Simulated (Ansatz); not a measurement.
TlBiTe$_{2}$ in space group R-3m (No. 166; Tl on 3b, Bi on 3a, Te on 6c) at seven volumes, the program Ansatz at the PBEsol level (PAW), shape and atoms relaxed at each. One row is withheld.

```
V (Å³/atom)  P (GPa)
-----------  -------
30.705          4.19
31.717             ?
32.729          1.16
33.741          0.00
34.754         -0.96
35.766         -1.76
36.778         -2.39
```

Problem. Fit the shown pressures and predict the withheld one.

Solution. Third-order Birch–Murnaghan: P = (3/2)B₀(x^(7/2) − x^(5/2))[1 + (3/4)(B′ − 4)(x − 1)] with x = (V₀/V)^(2/3). Least squares on the six rows gives V₀ = 33.741 Å³/atom, B₀ = 34.83 GPa, B′ = 5.18. At V = 31.717, x = 1.0421 and P = 2.53 GPa. The run itself gave 2.55 GPa.

The workflow started from a Materials Project entry (that database holds measured and hypothetical structures alike); the Crystallography Open Database files this formula in space group No. 166, but the cells were not matched. Its standing as an ambient phase is unchecked. The cell was relaxed with PBEsol under the symmetry of its start; its stability against distortions is not shown here. Scalar-relativistic: spin–orbit coupling is off unless named, which matters more the heavier the elements.

Potentials: the later of the program's two PAW sets.
